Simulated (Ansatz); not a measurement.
The calculation used DFT PBE, scalar-relativistic, plane waves, PAW in Ansatz 0.2.0. Settings: cutoff 420 eV, Γ-centred meshes spaced at most about 0.3 Å⁻¹, and about 0.25 Å⁻¹ or finer for metals (2π included), Gaussian smearing. No spin polarisation in the final relaxations.

All energies are static (0 K, no zero-point motion). All come from trial cells, and lower structures may exist.

Problem. These unrelaxed guesses for Be₆N are each relaxed within their symmetry. Order them by the energy at which they end, lowest first.
A.

```
Be N
1.0
     3.88827    0.00000    0.00000
     0.00000    3.88827    0.00000
     0.00000    0.00000    4.32580
Be N
6 1
Cartesian
  0.8253 1.9441 0.5387
  3.0630 1.9441 0.5387
  1.9441 0.8253 0.5387
  1.9441 3.0630 0.5387
  1.9441 0.0000 1.8635
  0.0000 1.9441 1.8635
  0.0000 0.0000 3.8304
```

B.

```
Be N
1.0
     3.82573    0.00000    0.00000
     0.00000    3.82573    0.00000
     0.00000    0.00000    3.82573
Be N
6 1
Direct
  0.50000 0.00000 0.00000
  0.00000 0.50000 0.00000
  0.00000 0.00000 0.50000
  0.00000 0.50000 0.50000
  0.50000 0.00000 0.50000
  0.50000 0.50000 0.00000
  0.50000 0.50000 0.50000
```

Solution. B (ends in Pm-3m, 0 meV/atom), A (ends in P4mm, 251 meV/atom). Even the lowest end lies +1.22 eV/atom against the elements.

Cells relaxed within their symmetry can be saddle points. Some types were kept out of the candidates beforehand, so the set may lack a known form.
